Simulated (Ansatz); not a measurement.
AgI (zinc blende, space group No. 216), PBEsol in the plane-wave PAW code Ansatz: ε∞ = 5.58, cell volume 67.09 Å³. Infrared-active transverse modes:

| ω_TO (cm⁻¹) | oscillator strength S_xx (e²/amu) |
|---|---|
| 106.7 | 0.02507 |

Compute the static dielectric constant.

Each mode adds (4.921e7/V) S/ω²: 1.61. So ε0 = 7.20.

What LO frequency does the Lyddane–Sachs–Teller relation give?

ω_LO = ω_TO √(ε0/ε∞) = 121 cm⁻¹.

Space group F-43m (zinc blende). Symmetry was held in the PBEsol relaxation. No spin polarisation was allowed. Spin–orbit coupling is left out wherever it is not named.

Potentials: the earlier of the program's two PAW sets. The files were generated under PBE; for other functionals the program regenerates the frozen cores, and for LDA and PBEsol the local potential too.
